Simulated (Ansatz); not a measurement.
Cs₂RbInF₆:
```cif
data_Cs2F6InRb
_chemical_formula_sum 'Cs2 Rb1 In1 F6'
_space_group_name_H-M_alt 'P 1'
_space_group_IT_number 1
_cell_length_a 6.69215
_cell_length_b 6.69215
_cell_length_c 6.69215
_cell_angle_alpha 60.000
_cell_angle_beta 60.000
_cell_angle_gamma 60.000
loop_
_space_group_symop_operation_xyz
  'x, y, z'
loop_
_atom_site_label
_atom_site_type_symbol
_atom_site_fract_x
_atom_site_fract_y
_atom_site_fract_z
_atom_site_occupancy
Cs1 Cs 0.75000 0.75000 0.75000 1
Cs2 Cs 0.25000 0.25000 0.25000 1
Rb1 Rb 0.50000 0.50000 0.50000 1
In1 In 0.00000 0.00000 0.00000 1
F1 F 0.78040 0.21960 0.21960 1
F2 F 0.21960 0.78040 0.78040 1
F3 F 0.21960 0.78040 0.21960 1
F4 F 0.78040 0.21960 0.78040 1
F5 F 0.21960 0.21960 0.78040 1
F6 F 0.78040 0.78040 0.21960 1
```

Relaxed with r²SCAN. 

Problem. HSE06 on this cell (Ansatz, a first-principles code, PAW) gives a gap of 7.56 eV. What does r²SCAN give?

Solution. 6.35 eV.

Cost on shared cores: the r²SCAN run (SCF on a 5×5×5 mesh, then bands and DOS) very roughly 2.2 core-minutes, the HSE06 run (SCF on 3×3×3, then a few points) around 3 core-minutes (rough); the tasks are unlike.

Space group Fm-3m. The workflow started from a Materials Project entry (that database holds measured and hypothetical structures alike); the Crystallography Open Database copy checked does not list it. Its standing as an ambient phase is unchecked. The r²SCAN relaxation kept the symmetry of its start; its stability against distortions is not shown here. Scalar-relativistic: spin–orbit coupling is off unless named, which matters more the heavier the elements.

Potentials: the later of the program's two PAW sets.

Ansatz is a plane-wave DFT program.
